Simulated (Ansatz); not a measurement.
## LiH4BrO2: field gradients against cell size

Reference cell: an entry of the Crystallography Open Database (COD) whose atoms were relaxed with PBE, the cell held.

Space group P-1 (No. 2); a = 5.3001, b = 6.3970, c = 6.4060 Å, α = 63.69°, β = 82.04°, γ = 65.57°.

| site | Wyckoff | site symmetry | x | y | z |
| --- | --- | --- | --- | --- | --- |
| Li | 2i | 1 | 0.3064 | 0.3853 | 0.4803 |
| H3 | 2i | 1 | 0.0312 | 0.8618 | 0.2779 |
| H5 | 2i | 1 | 0.7965 | 0.3466 | 0.2816 |
| H7 | 2i | 1 | 0.5849 | 0.6153 | 0.1314 |
| H9 | 2i | 1 | 0.9265 | 0.7656 | 0.1343 |
| Br | 2i | 1 | 0.2493 | 0.1236 | 0.2285 |
| O13 | 2i | 1 | 0.9843 | 0.7213 | 0.2939 |
| O15 | 2i | 1 | 0.6168 | 0.4780 | 0.2900 |

One atom of each set is listed.

Level of theory: DFT, PBE, plane waves and PAW, scalar-relativistic, 420 eV cutoff, Γ-centred 5×4×4 k-points, Fermi–Dirac smearing 0.02 eV (Ansatz 0.2.0).

The cell is scaled uniformly, and the ions keep their fractional positions. Five of the sites with a gradient are followed.

(1) How do the gradients (10²¹ V/m²) respond?

With these PAW files V_zz is typically within 2 to 3 % of all-electron values, but misses above 10 % occur on Li. The lattice is static: at room temperature water may turn and average the couplings of its hydrogen.

Answers

(1) 

| V/V₀ | Li V_zz (η) | H3 V_zz (η) | H5 V_zz (η) | H7 V_zz (η) | H9 V_zz (η) |
| --- | --- | --- | --- | --- | --- |
| 0.98 | -0.14 (0.42) | 3.63 (0.12) | 3.57 (0.12) | 3.88 (0.10) | 3.62 (0.13) |
| 1.00 | -0.13 (0.41) | 3.46 (0.13) | 3.40 (0.12) | 3.70 (0.11) | 3.45 (0.13) |
| 1.04 | -0.13 (0.42) | 3.14 (0.14) | 3.09 (0.13) | 3.37 (0.11) | 3.13 (0.14) |

Logarithmic slopes d ln|V_zz|/d ln V over the series: Li -1.1, H3 -2.4, H5 -2.5, H7 -2.4, H9 -2.5. Point charges on a uniformly scaled lattice would give −1; charge that moves in the bonds makes the difference.

The atoms aren't relaxed in the scaled cells (forces up to 0.58 eV/Å): every bond scales with the cell, where a real crystal would keep its stiff bonds nearly fixed.
